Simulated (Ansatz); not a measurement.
GaN (wurtzite)

```yaml
crystal:
  lattice:
    - [3.18312, 0.00000, 0.00000]
    - [-1.59156, 2.75667, 0.00000]
    - [0.00000, 0.00000, 5.18363]
  atoms:
    - { symbol: Ga, position: [0.66667, 0.33333, 0.00099] }
    - { symbol: Ga, position: [0.33333, 0.66667, 0.50099] }
    - { symbol: N, position: [0.66667, 0.33333, 0.62421] }
    - { symbol: N, position: [0.33333, 0.66667, 0.12421] }
```

The slice is a (1 -1 0 0) plane (indices of the conventional cell) through the point (0.333, 0.667, 0.501) (fractional), spanned by u = [110] and v = [001] in vectors of this cell: u (3.18 Å) and v (5.18 Å, at 90° to u). It covers one period; positions are fractions (u, v).

Method: r2SCAN (plane waves to 500 eV, PAW, scalar-relativistic; Ansatz, an electronic-structure program). k mesh 12×12×7. Near the nuclei the fields are pseudised (PAW); where an atom keeps semicore shells as valence, they peak there. GaN was relaxed with its symmetry unable to fall.

Q: Around which element is the density of the highest valence band (whole band, smooth part) largest on this plane?

A: N. Mean over a disc round each atom, of radius 0.45 times the shortest bond: N 0.184, Ga 0.013 e/Å³.

Q: What is the ELF at the density minimum of the shortest Ga–N line in this plane (1.95 Å)?

A: 0.4.

Q: What is the valence density on the shortest Ga–N line in this plane (1.95 Å), at its minimum between the atoms?

A: 0.72 e/Å³.

Q: Sketch the density of the highest valence band (whole band, smooth part) on this plane as a map.

A: 
```
v \ u   0.00   0.15   0.30   0.45   0.60   0.75   0.90
-----  -----  -----  -----  -----  -----  -----  -----
0.94   0.002  0.010  0.014  0.016  0.015  0.013  0.006
0.84   0.045  0.033  0.010  0.003  0.004  0.016  0.040
0.75   0.236  0.118  0.026  0.005  0.008  0.045  0.171
0.66   0.131  0.233  0.053  0.012  0.018  0.093  0.250
0.56   0.274  0.227  0.055  0.014  0.020  0.091  0.281
0.47   0.117  0.072  0.026  0.011  0.013  0.037  0.093
0.38   0.016  0.012  0.008  0.009  0.008  0.008  0.014
0.28   0.003  0.004  0.011  0.020  0.018  0.008  0.003
0.19   0.012  0.013  0.026  0.044  0.039  0.020  0.012
0.09   0.014  0.013  0.036  0.056  0.051  0.027  0.012
0.00   0.003  0.006  0.024  0.034  0.032  0.018  0.004
```

Values: density of the highest valence band (whole band, smooth part) in e/Å³.
